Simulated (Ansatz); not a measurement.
Ansatz input file:

```yaml
crystal:
  lattice:
    - [15.0, 0.0, 0.0]
    - [0.0, 15.5, 0.0]
    - [0.0, 0.0, 16.0]
  atoms:
    - { symbol: Zn, position: [0.5, 0.5, 0.5] }
  symmetry: { detect: false }
basis:
  ecutwfc: 420
kpoints:
  mp_grid: { grid: [1, 1, 1] }
hamiltonian:
  xc: pbesol
scf:
  occupations: { method: gaussian, width: 0.005 }
output:
  forces: true
  eigenvalues: true
```

It can be run as
```bash
ansatz run input.yaml --threads 1 --pin off --backend cpu --events-out ev --progress --plain --runs-dir out  # memory cap (--max-ram) not shown
```

Level of theory: Ansatz, DFT PBEsol, scalar-relativistic, plane waves, PAW.

Abridged output (iterations and final results):

```
SCF iter   1: F=—  HF=-3279.323598 eV  |F-HF|=—  |Δ(HF+E_count)|=         —  Δρ=1.08e-4  dr2=3.98e-4  ethr=1.77e-3  ⟨swp⟩=8.0  Hψ=88  notcnv=0
SCF iter   2: F=—  HF=-3279.323003 eV  |F-HF|=—  |Δ(HF+E_count)|=   5.95e-4  Δρ=4.72e-5  dr2=1.37e-4  ethr=3.31e-6  ⟨swp⟩=6.0  Hψ=38  notcnv=0
SCF iter   3: F=—  HF=-3279.322977 eV  |F-HF|=—  |Δ(HF+E_count)|=   2.60e-5  Δρ=2.22e-5  dr2=1.56e-5  ethr=1.14e-6  ⟨swp⟩=3.0  Hψ=20  notcnv=0
SCF iter   4: F=—  HF=-3279.322997 eV  |F-HF|=—  |Δ(HF+E_count)|=   2.08e-5  Δρ=3.58e-6  dr2=1.20e-6  ethr=1.30e-7  ⟨swp⟩=3.0  Hψ=16  notcnv=0
SCF iter   5: F=-3279.322997 eV  HF=-3279.322997 eV  |F-HF|=5.28e-8  |Δ(HF+E_count)|=   3.11e-7  Δρ=1.20e-6  dr2=4.21e-8  ethr=9.97e-9  ⟨swp⟩=3.0  Hψ=16  notcnv=0
SCF iter   6: F=-3279.322997 eV  HF=-3279.322997 eV  |F-HF|=2.54e-8  |Δ(HF+E_count)|=   7.55e-9  Δρ=8.42e-7  dr2=1.55e-8  ethr=3.51e-10  ⟨swp⟩=4.0  Hψ=47  notcnv=0
SCF 1 converged in 6 iterations: F = -3279.322997 eV  dr2 = 1.55e-8
SCF converged after 6 iterations
Free energy (F): -3279.322997 eV
Harris-Foulkes:  -3279.322997 eV  (|F-HF|=2.54e-8)
Internal energy: -3279.322997 eV  (E = F + TS)
E sigma→0 (E₀):  -3279.322997 eV
Fermi energy:    -3.473202 eV
--- Per-component energies (eV) ---
  E_band       = -112.895238
  E_kinetic    = 128.770794
  E_local      = -3408.799010  (includes V_loc(G=0)·N_el)
  E_nonlocal   = 614.239515
  E_hartree    = 1497.279235
  E_xc         = -132.752117
  E_vxc        = -48.187530  (∫ρ·V_xc dr)
  E_paw        = -1789.210391  (= ΣΔE_a)
  E_vpaw       = -393.469522  (= ΣTr[D̂ρ^β])
  E_aug_tail   = -0.000360  (compensation charges beyond the density's cutoff)
  E_ewald      = -189.648018
  E_core_change = 0.797355  (= ΣΔE_core)
  E_smearing   =  0.000000  (= −TS)
--- Forces (eV/Å), atoms counted from 1 ---
  atom   1  Zn     0.00000180    -0.00000053    -0.00000118
--- Band table (eV) ---
  k-point 0: bands = ["-10.1026", "-10.1026", "-10.1026", "-10.1026", "-10.1026", "-5.9347", "-1.0117", "-1.0112", "-1.0105", "-0.0673"]
```

The run converged.